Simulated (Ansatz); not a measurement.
Single point in Ansatz 0.2.0 with HSE06, no spin polarisation. Cutoff 420 eV, PAW datasets, 3×3×1 Γ-centred k mesh, fermi-dirac filling (width 0.1 eV).

Computed maps in the lattice plane spanned by a (left to right, 4.44 Å, 13 points from zero) and b (bottom to top, 4.44 Å, 13 points from zero), 90° apart, at height 0.500 along c. The fields are smooth PAW ones with compensation charges, not the true ones near nuclei.

Valence density. Digits on a logarithmic scale: 0 up to 0.03 e/Å³, each further digit a factor of 1.6, 9 from 1.3 e/Å³ up:
```
5678876544444
6799996544444
6899997543344
6899997543344
5799986544444
5667765555555
5555555567766
5444445689997
6443345799998
6443345799998
6444445699997
5444445678876
5566655556665
```

ELF. Ten even steps from '0' (0.00) to '9' (0.41):
```
9987799866666
9830168843336
8700038843336
8710048843336
9963489854446
9988899888888
9888888998889
9644458984369
8633348840017
8633348830007
9633348861038
9666668997789
8998899998899
```

**Question.** The cell is SrAgSbSe. Which atoms lie within 0.2 Å of this plane, and where (fractions of a and b)?

**Answer.** Sb at (0.25, 0.75), Sb at (0.75, 0.25). The whole cell:
```xyz
8
Lattice="4.4436 0.0000 0.0000 0.0000 4.4436 0.0000 0.0000 0.0000 9.6703" Properties=species:S:1:pos:R:3 pbc="T T T"
Sb    1.1109    3.3327    4.8351
Sb    3.3327    1.1109    4.8351
Sr    1.1109    1.1109    1.5482
Sr    3.3327    3.3327    8.1221
Se    1.1109    1.1109    6.4868
Se    3.3327    3.3327    3.1835
Ag    1.1109    3.3327    0.0000
Ag    3.3327    1.1109    0.0000
```

Origin: a known structure type with other elements, at an estimated volume, so it need not be a known compound. Caveats: many states at the Fermi level without spin polarisation, so a magnetic state may lie lower; hybrid functional on a coarse k mesh; atoms or cell far from equilibrium.
